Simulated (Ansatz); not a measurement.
Relaxed-ion elastic tensor of B$_{13}$C$_{2}$ in space group R-3m (No. 166; B on 3b, B on 18h, B on 18h, C on 6c) in GPa (Voigt order), r²SCAN in the plane-wave PAW code Ansatz; density 2.46 g/cm³, 7.42 Å³ per atom.

```json
[
 {"": "1", "1": "537", "2": "114", "3": "75.8", "4": "8.0", "5": "0.0", "6": "0.0"},
 {"": "2", "1": "114", "2": "537", "3": "75.8", "4": "-8.0", "5": "0.0", "6": "0.0"},
 {"": "3", "1": "75.8", "2": "75.8", "3": "471", "4": "0.0", "5": "0.0", "6": "0.0"},
 {"": "4", "1": "8.0", "2": "-8.0", "3": "0.0", "4": "118", "5": "0.0", "6": "0.0"},
 {"": "5", "1": "0.0", "2": "0.0", "3": "0.0", "4": "0.0", "5": "118", "6": "8.0"},
 {"": "6", "1": "0.0", "2": "0.0", "3": "0.0", "4": "0.0", "5": "8.0", "6": "212"}
]
```

Q: Is the crystal mechanically stable?

A: Yes: the smallest eigenvalue of C is 117 GPa.

Q: Work out the Voigt, Reuss and Hill averages.

A: K_V = 231, K_R = 229, K_H = 230; G_V = 175, G_R = 160, G_H = 168 GPa.

Q: Give Young's modulus, Poisson's ratio, Pugh's ratio and the universal anisotropy index.

A: E = 9KG/(3K + G) = 404 GPa; ν = 0.21; K/G = 1.37 (brittle by the Pugh limit of 1.75); A_U = 5G_V/G_R + K_V/K_R − 6 = 0.46.

Q: Estimate the sound speeds and the Debye temperature.

A: v_l = √((K + 4G/3)/ρ) = 13600 m/s, v_t = √(G/ρ) = 8260 m/s, mean 9130 m/s; Θ = (h/k)(3n/4πV)^(1/3) v_m = 1390 K.

Q: Solve the Christoffel equation for the three sound speeds along x, y, z.

A: Eigenvalues of C_ijkl n_j n_l equal ρv². In km/s, slowest first: x 6.91, 9.30, 14.80; y 6.92, 9.29, 14.80; z 6.93, 6.93, 13.85.

Q: How much does each axis shrink under pressure?

A: Linear compressibilities β_i = Σ_j S_ij (j = 1 to 3): x 1.3, y 1.3, z 1.7 per TPa.

The first step of the workflow began from a Materials Project structure, measured or hypothetical; the Crystallography Open Database copy checked does not list it. Whether it is the stable phase at ambient conditions was not checked. The r²SCAN relaxation kept the symmetry of its start; whether a distortion lowers the energy is not shown. As this level gives no gap, shear constants depend on the k-mesh and smearing (Fermi–Dirac, 0.1 eV here). On the denser mesh and wider smearing of the elastic run this cell carries a stress of 0.4 GPa.

Potentials: the later of the program's two PAW sets.
